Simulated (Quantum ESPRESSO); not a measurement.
PbBrF is modelled in the tetragonal space group P4/nmm, origin choice 1 (No. 129), Pearson symbol tP6. Lattice parameters: a = b = 4.185 Å, c = 7.662 Å, α = β = γ = 90.00°. F on 2a is coordinated by 4 Pb at 2.552 Å (tetrahedral). Br on 2c sees 4 Pb at 3.194 Å and 1 Pb at 3.541 Å. Pb on 2c has 4 F at 2.552 Å and 4 Br at 3.194 Å and 1 Br at 3.541 Å. (Neighbours: up to the widest gap in distance over summed covalent radii, below 1.35, at either atom; cation-cation contacts left out.)

The geometry is that of Materials Project entry mp-23008, symmetrised and not relaxed again.

Problem. What does norm-conserving PBEsol (Quantum ESPRESSO, 84 Ry, with spin-orbit coupling) give for the electronic structure near the Fermi level?

Solution. The PBEsol gap is direct, 2.12 eV at Z.
